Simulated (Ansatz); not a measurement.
Ansatz input file:

```yaml
crystal:
  lattice:
    - [4.438, 0.0, 0.0]
    - [0.0, 4.438, 0.0]
    - [0.0, 0.0, 4.438]
  atoms:
    - { symbol: Co, position: [0.14, 0.14, 0.14], spin: 3.0 }
    - { symbol: Co, position: [0.36, 0.86, 0.64], spin: 3.0 }
    - { symbol: Co, position: [0.64, 0.36, 0.86], spin: 3.0 }
    - { symbol: Co, position: [0.86, 0.64, 0.36], spin: 3.0 }
    - { symbol: Si, position: [0.843, 0.843, 0.843] }
    - { symbol: Si, position: [0.657, 0.157, 0.343] }
    - { symbol: Si, position: [0.343, 0.657, 0.157] }
    - { symbol: Si, position: [0.157, 0.343, 0.657] }
basis:
  ecutwfc: 500
kpoints:
  mp_grid: { grid: [4, 4, 4] }
hamiltonian:
  xc: r2scan
scf:
  occupations: { method: gaussian, width: 0.1 }
  lower_state_search: "off"
output:
  forces: true
  stress: true
  eigenvalues: true
  populations: true
magnetization:
  spin_polarized: true
```

Command:
```bash
ansatz run input.yaml --threads 2 --pin off --max-ram 5120MiB --backend cpu --events-out ev --progress --plain --runs-dir out
```

Level of theory: DFT r2SCAN, scalar-relativistic, plane waves, PAW (Ansatz).

Part of what the program printed, abridged (iterations and final results):

```
SCF iter   1: F=-23082.018275 eV  HF=-23081.879704 eV  |F-HF|=1.39e-1  |Δ(HF+E_count)|=         —  Δρ=1.71e-1 (↑1.18e-1 ↓1.71e-1) dr2=5.26e0  dr2_τ=2.72e-1  dr2_m=1.63e1  M=4.084 μB ∫|m|=6.300 μB  β_m=0.30  ethr=3.10e-3  ⟨swp⟩=7.9  Hψ=5365  notcnv=0  defer=6
spin=Collinear: Kerker preconditioning applied to the charge; magnetization (m = ρ↑ − ρ↓) channel mixes plain (no charge-response kernel on spin).
SCF iter   2: F=-23084.587963 eV  HF=-23081.909483 eV  |F-HF|=2.68e0  |Δ(HF+E_count)|=   2.98e-2  Δρ=1.41e-1 (↑1.41e-1 ↓1.34e-1) dr2=1.33e0  dr2_τ=5.78e-1  dr2_m=1.49e1  M=4.274 μB ∫|m|=6.796 μB  β_m=0.48  ethr=3.10e-3  ⟨swp⟩=3.4  Hψ=2455  notcnv=0  defer=158
Mixer restart at iter 2: flushing history
spin=Collinear: Resta preconditioning applied to the charge; magnetization (m = ρ↑ − ρ↓) channel mixes plain (no charge-response kernel on spin).
spin-set hold released at iteration 2 (the charge has settled, or the pull on large starting moments outlasts its swing): the magnetisation degrees of freedom join the quasi-Newton model from the next iteration; the mixer history was flushed
SCF iter   3: F=-23084.934660 eV  HF=-23083.809026 eV  |F-HF|=1.13e0  |Δ(HF+E_count)|=    1.90e0  Δρ=8.58e-2 (↑8.24e-2 ↓8.58e-2) dr2=1.03e0  dr2_τ=1.91e-1  dr2_m=5.48e0  M=3.987 μB ∫|m|=6.285 μB  β_m=1.15  ethr=1.58e-3  ⟨swp⟩=2.0  Hψ=1437  notcnv=0  defer=158  κ⁻¹=1.0e0(r=1)
SCF iter   4: F=-23085.629006 eV  HF=-23085.151231 eV  |F-HF|=4.78e-1  |Δ(HF+E_count)|=    1.34e0  Δρ=1.91e-2 (↑1.91e-2 ↓1.59e-2) dr2=2.83e-1  dr2_τ=1.95e-3  dr2_m=1.96e-1  M=3.172 μB ∫|m|=4.960 μB  β_m=1.20  ethr=1.23e-3  ⟨swp⟩=2.5  Hψ=1982  notcnv=0  defer=158  κ⁻¹=2.0e-2(r=2)
SCF iter   5: F=-23085.802511 eV  HF=-23085.577206 eV  |F-HF|=2.25e-1  |Δ(HF+E_count)|=   4.26e-1  Δρ=6.58e-3 (↑6.58e-3 ↓4.29e-3) dr2=8.43e-2  dr2_τ=1.05e-3  dr2_m=6.48e-3  M=2.967 μB ∫|m|=4.307 μB  β_m=1.20  ethr=3.37e-4  ⟨swp⟩=2.4  Hψ=2187  notcnv=0  defer=164  κ⁻¹=7.2e-3(r=3)
SCF iter   6: F=-23085.885707 eV  HF=-23085.829574 eV  |F-HF|=5.61e-2  |Δ(HF+E_count)|=   2.52e-1  Δρ=4.18e-3 (↑4.18e-3 ↓3.36e-3) dr2=1.50e-2  dr2_τ=2.51e-4  dr2_m=6.60e-3  M=2.781 μB ∫|m|=3.770 μB  β_m=1.20  ethr=1.00e-4  ⟨swp⟩=2.0  Hψ=2283  notcnv=0  defer=164  κ⁻¹=2.2e-3(r=4)
SCF iter   7: F=-23085.909591 eV  HF=-23085.898296 eV  |F-HF|=1.13e-2  |Δ(HF+E_count)|=   6.87e-2  Δρ=3.11e-3 (↑3.11e-3 ↓2.09e-3) dr2=4.53e-3  dr2_τ=6.87e-5  dr2_m=2.91e-3  M=2.625 μB ∫|m|=3.383 μB  β_m=1.20  ethr=1.78e-5  ⟨swp⟩=2.1  Hψ=2343  notcnv=0  defer=164  κ⁻¹=8.7e-5(r=5)
SCF iter   8: F=-23085.917895 eV  HF=-23085.908977 eV  |F-HF|=8.92e-3  |Δ(HF+E_count)|=   1.07e-2  Δρ=3.56e-3 (↑3.09e-3 ↓3.56e-3) dr2=1.02e-3  dr2_τ=8.38e-5  dr2_m=7.85e-3  M=2.518 μB ∫|m|=3.257 μB  β_m=1.20  ethr=5.39e-6  ⟨swp⟩=2.5  Hψ=2068  notcnv=0  defer=164  κ⁻¹=4.7e-5(r=6)
SCF iter   9: F=-23085.926951 eV  HF=-23085.917463 eV  |F-HF|=9.49e-3  |Δ(HF+E_count)|=   8.49e-3  Δρ=4.09e-3 (↑3.12e-3 ↓4.09e-3) dr2=1.27e-3  dr2_τ=8.65e-5  dr2_m=9.61e-3  M=2.372 μB ∫|m|=3.099 μB  β_m=1.20  ethr=1.21e-6  ⟨swp⟩=2.0  Hψ=2101  notcnv=0  defer=164  κ⁻¹=3.2e-6(r=7)
SCF iter  10: F=-23085.920075 eV  HF=-23085.911805 eV  |F-HF|=8.27e-3  |Δ(HF+E_count)|=   5.66e-3  Δρ=4.05e-3 (↑3.31e-3 ↓4.05e-3) dr2=9.90e-4  dr2_τ=9.25e-5  dr2_m=1.01e-2  M=2.484 μB ∫|m|=3.219 μB  β_m=1.20  ethr=1.21e-6  ⟨swp⟩=2.0  Hψ=1808  notcnv=0  defer=164  κ⁻¹=5.6e-7(r=8)
   ...
SCF iter  32: F=-23085.986808 eV  HF=-23085.966528 eV  |F-HF|=2.03e-2  |Δ(HF+E_count)|=   1.42e-3  Δρ=1.38e-2 (↑1.08e-2 ↓1.38e-2) dr2=8.53e-3  dr2_τ=1.23e-3  dr2_m=1.20e-1  M=1.615 μB ∫|m|=2.361 μB  β_m=1.20  ethr=1.14e-6  ⟨swp⟩=1.0  Hψ=1202  notcnv=0  defer=162  κ⁻¹=6.5e-8(r=8)
SCF iter  33: F=-23085.985417 eV  HF=-23085.965894 eV  |F-HF|=1.95e-2  |Δ(HF+E_count)|=   6.34e-4  Δρ=1.35e-2 (↑1.04e-2 ↓1.35e-2) dr2=9.02e-3  dr2_τ=1.18e-3  dr2_m=1.14e-1  M=1.624 μB ∫|m|=2.371 μB  ethr=1.14e-6  ⟨swp⟩=7.4  Hψ=5920  notcnv=0
Mixer restart at iter 33: flushing history
iteration 33: the SCF's residuals had fallen too slowly under its mixing. It goes on by minimising its free energy, and can end on another state than longer mixing would; under `scf.algorithm: density_mixing` no SCF does so, but by `scf.convergence.dm_fallback`
SCF iter  34: F=-23086.214109 eV  HF=-23086.216670 eV  |F-HF|=2.56e-3  |Δ(HF+E_count)|=   2.51e-1  Δρ=7.85e-3 (↑3.74e-3 ↓7.85e-3) dr2=1.14e-2  dr2_τ=2.34e-4  dr2_m=2.67e-2  M=0.102 μB ∫|m|=0.384 μB  ethr=1.14e-6  ⟨swp⟩=6.0  Hψ=10294  notcnv=0
SCF iter  35: F=-23086.230659 eV  HF=-23086.230729 eV  |F-HF|=6.99e-5  |Δ(HF+E_count)|=   1.41e-2  Δρ=3.93e-4 (↑3.93e-4 ↓2.53e-4) dr2=8.54e-5  dr2_τ=3.44e-6  dr2_m=1.80e-5  M=0.003 μB ∫|m|=0.010 μB  ethr=1.14e-6  ⟨swp⟩=5.3  Hψ=6927  notcnv=0
SCF iter  36: F=-23086.230742 eV  HF=-23086.230743 eV  |F-HF|=5.61e-7  |Δ(HF+E_count)|=   1.40e-5  Δρ=3.03e-5 (↑1.60e-5 ↓3.03e-5) dr2=5.43e-7  dr2_τ=5.26e-8  dr2_m=2.21e-7  M=0.001 μB ∫|m|=0.002 μB  ethr=1.02e-7  ⟨swp⟩=3.7  Hψ=5960  notcnv=0
SCF iter  37: F=-23086.230743 eV  HF=-23086.230743 eV  |F-HF|=7.16e-8  |Δ(HF+E_count)|=   2.52e-7  Δρ=1.37e-5 (↑1.37e-5 ↓3.06e-6) dr2=8.07e-8  dr2_τ=8.85e-10  dr2_m=3.84e-8  M=0.000 μB ∫|m|=0.001 μB  ethr=1.19e-10  ⟨swp⟩=4.0  Hψ=5436  notcnv=0
SCF iter  38: F=-23086.230743 eV  HF=-23086.230743 eV  |F-HF|=6.80e-9  |Δ(HF+E_count)|=   3.74e-8  Δρ=3.81e-6 (↑7.20e-7 ↓3.81e-6) dr2=7.38e-9  dr2_τ=7.54e-11  dr2_m=2.29e-9  M=0.000 μB ∫|m|=0.000 μB  ethr=9.61e-11  ⟨swp⟩=2.0  Hψ=4027  notcnv=0
SCF iter  39: F=-23086.230743 eV  HF=-23086.230743 eV  |F-HF|=2.22e-10  |Δ(HF+E_count)|=  2.40e-10  Δρ=1.10e-6 (↑1.10e-6 ↓1.04e-6) dr2=5.97e-10  dr2_τ=1.22e-11  dr2_m=8.37e-10  M=0.000 μB ∫|m|=0.000 μB  ethr=8.79e-12  ⟨swp⟩=2.0  Hψ=3538  notcnv=0
SCF iter  40: F=-23086.230743 eV  HF=-23086.230743 eV  |F-HF|=7.28e-12  |Δ(HF+E_count)|=  4.87e-10  Δρ=2.20e-7 (↑2.20e-7 ↓1.54e-7) dr2=5.88e-12  dr2_τ=3.27e-13  dr2_m=2.75e-11  M=0.000 μB ∫|m|=0.000 μB  ethr=1.00e-12  ⟨swp⟩=1.0  Hψ=3196  notcnv=0
SCF iter  41: F=-23086.230743 eV  HF=-23086.230743 eV  |F-HF|=3.64e-12  |Δ(HF+E_count)|=    0.00e0  Δρ=2.20e-7 (↑2.20e-7 ↓1.54e-7) dr2=5.88e-12  dr2_τ=3.27e-13  dr2_m=2.75e-11  M=0.000 μB ∫|m|=0.000 μB  ethr=1.00e-12  ⟨swp⟩=1.0  Hψ=3196  notcnv=0
WARN: the starting moments were not kept: the SCF closed with an absolute magnetisation of 1.8e-5 μB, where they sum to 12 μB in size (4 sites). That is at most 0.1 of that sum. Measured as dr2_m measures the in/out step, that magnetisation stands 1.3e-10 eV from none, at or under the dr2_threshold of 1.0e-7 eV: it is no larger than a step whose dr2_m would equal this threshold. The system may hold no moment; this SCF shows only that its start led to no more than that. To try another start: raise the starting moments (crystal.atoms[].spin, magnetization.per_species, magnetization.initial_magnetization, or on a non-collinear deck that types none of these the spinor_matrix: blocks that start i ...
SCF 1 converged in 41 iterations: F = -23086.230743 eV  dr2 = 5.88e-12
SCF converged after 41 iterations
Magnetization: 0.0000 μB (42.0000 up, 42.0000 down)
Absolute magnetization: 0.0000 μB (∫|ρ↑−ρ↓|, with the PAW one-centre terms)
Spin contamination: 0.0000 ħ² per cell (⟨S²⟩ above its minimum at these occupations)
Per-site moments (μB) at R_I (Å): [(3.25052636e-6, 0.94173416), (3.25052636e-6, 0.94173416), (3.25052636e-6, 0.94173416), (3.25052636e-6, 0.94173416), (-3.88648792e-7, 0.94173416), (-3.88648792e-7, 0.94173416), (-3.88648792e-7, 0.94173416), (-3.88648791e-7, 0.94173416)]
Free energy (F): -23086.230743 eV
Harris-Foulkes:  -23086.230743 eV  (|F-HF|=3.64e-12)
Internal energy: -23086.221922 eV  (E = F + TS)
E sigma→0 (E₀):  -23086.226332 eV
Entropy (-TS):   -0.008821 eV (-1.103 meV/atom)
Fermi energy:    16.540615 eV
--- Per-component energies (eV) ---
  E_band       = -1047.737910
  E_kinetic    = 2012.420870
  E_local      = -14272.205307  (includes V_loc(G=0)·N_el)
  E_nonlocal   = 1928.462379
  E_hartree    = 6206.163157
  E_xc         = -848.009332
  E_vxc        = -1138.665867  (∫ρ·V_xc dr)
  E_paw        = -8182.414488  (= ΣΔE_a)
  E_vpaw       = -2059.132311  (= ΣTr[D̂ρ^β])
  E_aug_tail   = 0.000158  (compensation charges beyond the density's cutoff)
  E_vtau       = 69.055556  (kinetic-family band-sum trace: ∫τ·v_τ [+ j·A + Jᵃ·Aᵃ] dr)
  E_ewald      = -9929.152802
  E_core_change = -1.486557  (= ΣΔE_core)
  E_smearing   = -0.008821  (= −TS)
--- Forces (eV/Å), atoms counted from 1 ---
  atom   1  Co     0.13161556     0.13161556     0.13161556
  atom   2  Co    -0.13161556    -0.13161556     0.13161556
  atom   3  Co     0.13161556    -0.13161556    -0.13161556
  atom   4  Co    -0.13161556     0.13161556    -0.13161556
  atom   5  Si    -0.02303519    -0.02303519    -0.02303519
  atom   6  Si     0.02303519     0.02303519    -0.02303519
  atom   7  Si    -0.02303519     0.02303519     0.02303519
  atom   8  Si     0.02303519    -0.02303519     0.02303519
--- Stress (GPa, compression-positive) ---
       -7.640318       0.000000       0.000000
        0.000000      -7.640318       0.000000
        0.000000       0.000000      -7.640318
  P = ⅓ Tr σ = -7.6403 GPa (-76.403 kbar)
--- Band table (eV; the first three rows and the last of 22) ---
  k-point 0 ↑: bands = ["-81.8015", "-81.7900", "-81.7900", "-81.7900", "-43.7272", "-43.7272", "-43.7272", "-43.6833", "-43.6649", "-43.6649", "-43.6649", "-43.6267", "-43.6267", "-43.6106", "-43.6106", "-43.6106", "2.0903", "7.9171", "7.9171", "7.9171", "10.6921", "10.6921", "10.6921", "12.5707", "12.5707", "12.5707", "13.1673", "13.2613", "13.2613", "13.6573", "13.6573", "13.6573", "14.0525", "14.0525", "14.0525", "15.5471", "15.5471", "15.5471", "15.6904", "15.6904", "16.5213", "16.5213", "16.5213", "19.1941", "19.1941", "19.1941", "19.5852", "19.5852", "20.2027", "20.2027", "20.2027", "21.7246", "22.8497", "22.8497", "22.8497", "25.2219", "25.2219", "25.2219"]
  k-point 1 ↑: bands = ["-81.8002", "-81.7930", "-81.7896", "-81.7887", "-43.7337", "-43.7295", "-43.7150", "-43.6882", "-43.6750", "-43.6698", "-43.6484", "-43.6255", "-43.6214", "-43.6149", "-43.6140", "-43.6100", "2.5774", "6.0228", "8.2274", "9.0233", "10.0113", "10.9322", "11.2649", "11.8126", "12.0482", "12.7416", "13.3660", "13.3846", "13.6126", "13.6622", "13.7154", "13.7589", "13.9341", "14.0893", "14.4150", "15.1468", "15.3762", "15.5857", "15.6997", "15.8336", "16.1703", "16.3569", "17.2756", "18.2686", "18.2864", "18.5599", "19.0525", "20.2528", "20.7388", "20.7502", "21.4060", "22.2264", "22.6658", "23.3649", "23.5241", "23.7873", "24.6152", "26.0254"]
  k-point 2 ↑: bands = ["-81.7969", "-81.7969", "-81.7888", "-81.7888", "-43.7334", "-43.7334", "-43.7005", "-43.7005", "-43.6759", "-43.6759", "-43.6314", "-43.6314", "-43.6180", "-43.6180", "-43.6137", "-43.6137", "3.9754", "3.9754", "9.0261", "9.0261", "10.4374", "10.4374", "11.1197", "11.1197", "12.6802", "12.6802", "13.2123", "13.2123", "13.5783", "13.5783", "13.7147", "13.7147", "14.1978", "14.1978", "14.7269", "14.7269", "15.4150", "15.4150", "15.8049", "15.8049", "16.0502", "16.0502", "17.5626", "17.5626", "18.0965", "18.0965", "21.0073", "21.0073", "21.1916", "21.1916", "21.6840", "21.6840", "22.4412", "22.4412", "23.1335", "23.1335", "26.0380", "26.0380"]
  k-point 10 ↓: bands = ["-81.7928", "-81.7928", "-81.7928", "-81.7928", "-43.7208", "-43.7208", "-43.7208", "-43.7208", "-43.6561", "-43.6561", "-43.6561", "-43.6561", "-43.6099", "-43.6099", "-43.6099", "-43.6099", "6.5740", "6.5740", "6.5740", "6.5740", "9.1468", "9.1468", "9.1468", "9.1468", "13.3759", "13.3759", "13.3759", "13.3759", "13.5240", "13.5240", "13.5240", "13.5240", "15.1058", "15.1058", "15.1058", "15.1058", "15.2398", "15.2398", "15.2398", "15.2398", "16.3350", "16.3350", "16.3350", "16.3350", "22.2719", "22.2719", "22.2719", "22.2719", "22.5275", "22.5275", "22.5275", "22.5275", "24.6209", "24.6209", "24.6209", "24.6209", "26.2436", "26.2436"]
--- Löwdin populations: 8 sites ---
  site symbol q [e]    m [muB]
     0     Co     16.6363     0.0000
     1     Co     16.6363     0.0000
     2     Co     16.6363     0.0000
     3     Co     16.6363     0.0000
     4     Si      4.0864     0.0000
     5     Si      4.0864     0.0000
     6     Si      4.0864     0.0000
     7     Si      4.0864     0.0000
  spilling = 0.013205 (of n_electrons = 84.000000)
```

Self-consistency was reached.

Time: 3.6 min on 2 threads of Intel(R) Xeon(R) Processor @ 2.50GHz (Skylake/Cascade Lake), on a shared host, peak memory 0.78 GiB.

The k mesh is coarse.